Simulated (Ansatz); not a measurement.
LaGe2Pd2 in space group I4/mmm (No. 139; La on 2a, Ge on 4e, Pd on 4d), the program Ansatz at the r²SCAN level (PAW), all energies at zero smearing, with the estimated change up to a 700 eV cutoff added, with one set of potentials and settings (totals compare only within such a set). Cell of 5 atoms (1 La, 2 Ge, 2 Pd): -28846.435 eV.

| element | reference phase | E (eV/atom) |
|---|---|---|
| La | P6_3/mmc, 4 atoms in the cell | -6264.6784 |
| Ge | Fd-3m, 2 atoms in the cell | -4302.9041 |
| Pd | Fm-3m, 1 atoms in the cell | -6985.7456 |

Formation energy per atom, worked out: (-28846.435 − 1×(-6264.6784) − 2×(-4302.9041) − 2×(-6985.7456))/5 = -0.892 eV/atom (-86 kJ per mol of atoms), at 0 K, without zero-point energy or fitted corrections.

The workflow started from a Materials Project entry (that database holds measured and hypothetical structures alike); the Crystallography Open Database copy checked does not list it. Its standing as an ambient phase is unchecked. The r²SCAN relaxation kept the symmetry of its start; whether a distortion lowers the energy is not shown. No spin polarisation was allowed. The references are the lowest solids computed at this level, not always the standard phases. Scalar-relativistic: spin–orbit coupling is off unless named, which matters more the heavier the elements.

Potentials: the later of the program's two PAW sets.
